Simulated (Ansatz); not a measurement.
Consider the following.

BP in space group Pm-3n (No. 223; B on 6c, P on 6d), a = b = c = 5.5937 Å, α = β = γ = 90.00°.

This is the PBE-relaxed structure.

Q: All from PBE (plane waves, PAW; program Ansatz), unless another level is named. Predict the hole effective mass, band 2 of 3 at the edge.

A: 1.4 along [100], 0.41 along [110], 0.54 along [111] (mₑ).

Q: Next, the band gap?

A: 0.63 eV (indirect).

Q: And the formation energy from the elements (no fitted shifts)?

A: -0.14 eV/atom.

Q: Next, the weight of the conduction-edge state by species (Voronoi cells)?

A: B 51 %, P 49 %.

Q: Next, the valence-band maximum?

A: at Γ.

The start of the workflow was typed in or built on a structure type; neither database checked (COD, Materials Project) lists it. It is not the phase usual at ambient conditions (space group No. 216). The PBE relaxation kept the symmetry of its start; whether a distortion lowers the energy is not shown. The references are the lowest solids computed at this level, not always the standard phases.

Potentials: the later of the program's two PAW sets.
